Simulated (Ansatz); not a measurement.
ZnGeP$_{2}$:
```
ZnGeP2
1.0
   -2.73705     2.73705     5.37122
    2.73705    -2.73705     5.37122
    2.73705     2.73705    -5.37122
Ge Zn P
2 2 4
Cartesian
  0.00000   0.00000   5.37122
  2.73705   0.00000   2.68561
  0.00000   0.00000   0.00000
  0.00000   2.73705   2.68561
  1.40928   1.36852   1.34281
  1.36852   4.06482  -1.34281
  1.32777   1.36852   6.71403
  1.36852  -1.32777   4.02842
```

Relaxed with HSE06.

Task: Give the Bader charges and basin volumes of the independent atoms, plane-wave PAW HSE06 (Ansatz code).

Result: 

```json
[
 {"atom": "Ge1", "Bader charge (e)": "+0.83", "Bader volume (Å³)": "16.4"},
 {"atom": "Zn3", "Bader charge (e)": "+0.68", "Bader volume (Å³)": "14.5"},
 {"atom": "P5", "Bader charge (e)": "-0.76", "Bader volume (Å³)": "24.8"}
]
```

Space group I-42d (chalcopyrite). Symmetry was held in the HSE06 relaxation.

Potentials: the later of the program's two PAW sets.
